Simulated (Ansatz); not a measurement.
## TiSn2O6: computed properties

Computed with DFT PBE, scalar-relativistic, plane waves, PAW (Ansatz 0.2.0).

Cutoff 420 eV; k points 10×10×6 on the computed 9-atom cell (Γ-centred); Gaussian smearing, width 0.02 eV; no spin polarisation.

The structure is relaxed at this level of theory with its symmetry kept, and needn't be the ground state of this composition.

```cif
data_structure
_symmetry_space_group_name_H-M 'P 1'
_symmetry_Int_Tables_number 1
_cell_length_a 7.5880
_cell_length_b 7.5880
_cell_length_c 4.9348
_cell_angle_alpha 92.008
_cell_angle_beta 92.008
_cell_angle_gamma 23.935
_cell_volume 115.20
loop_
_atom_site_label
_atom_site_type_symbol
_atom_site_fract_x
_atom_site_fract_y
_atom_site_fract_z
_atom_site_occupancy
Ti1 Ti 0.34335 0.34335 0.97434 1
Sn1 Sn 0.65775 0.65775 0.01986 1
Sn2 Sn 0.99547 0.99547 0.49716 1
O1 O 0.43300 0.43300 0.69522 1
O2 O 0.78307 0.78307 0.80793 1
O3 O 0.09617 0.09617 0.80966 1
O4 O 0.89945 0.89945 0.18328 1
O5 O 0.22932 0.22932 0.19356 1
O6 O 0.56241 0.56241 0.31899 1
```

| Item | Value |
| --- | --- |
| Space group | Cm (No. 8) |
| Volume per atom | 12.80 Å³ |
| Formation energy from the elements' standard states (uncorrected) | -2.016 eV/atom |
| Kohn–Sham band gap | 1.87 eV, indirect from Y2 to Γ |
| Orbital (Löwdin) character of the top 1 eV of the valence band | O 2p 96 % |
| Orbital (Löwdin) character of the lowest 1 eV of the conduction band | Ti 3d 70 %, O 2p 12 %, Sn 5s 11 % |
| Electron masses at the edge by direction of the standard setting (m_e; one valley, along these axes only; no spin-orbit coupling) | x: 0.31; y: 0.37; z: 0.44 |
| Hole masses at the edge by direction of the standard setting (m_e; one valley, along these axes only; no spin-orbit coupling) | x: 2.5; y: 7.6; z: 2.5 |
| Bader charge by site (e) | Ti (1 in the cell) 2.27, Sn (1 in the cell) 2.44, Sn (1 in the cell) 2.46, O (1 in the cell) -1.20, O (1 in the cell) -1.14, O (1 in the cell) -1.22, O (1 in the cell) -1.19, O (1 in the cell) -1.18 |

The cell was found from a structure generator's guess, not taken from experiment. Kohn–Sham gaps at this level usually fall short of measured ones. Löwdin shares on free-atom orbitals overweight diffuse shells in the empty bands.
